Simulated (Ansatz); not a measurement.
# Re: computed property card

Re:
```xyz
3
Lattice="1.3803 0.7969 6.6854 -1.3803 0.7969 6.6854 0.0000 -1.5939 6.6854" Properties=species:S:1:pos:R:3 pbc="T T T"
Re     0.0000     0.0000     0.0000
Re     0.0000     0.0000     4.4593
Re     0.0000     0.0000    15.5969
```

Space group R-3m (No. 166), 9R (Sm type); conventional cell a = b = 2.761 Å, c = 20.056 Å, α = β = 90.00°, γ = 120.00°.

Method: plane-wave PAW r²SCAN (Ansatz code). The cell and atoms are relaxed at this level. Other levels are named where they apply.

### Cell and energy

Volume per atom: 14.71 Å³
Density: 21.02 g/cm³

### Electronic structure

* **Electronic character**: metallic (no gap)
* **Density of states at the Fermi level**: 0.80 states/eV per atom (mean over ±0.08 eV)

The workflow started from a Materials Project entry (that database holds measured and hypothetical structures alike); the Crystallography Open Database copy checked does not list it. It is not the phase usual at ambient conditions (space group No. 194). The r²SCAN relaxation kept the symmetry of its start; its stability against distortions is not shown here. No spin polarisation was allowed. Axis ratios of metals converge slowly with the k-mesh, so a and c are less sure than the volume. Scalar-relativistic: spin–orbit coupling is off unless named, which matters more the heavier the elements.

Potentials: the later of the program's two PAW sets.
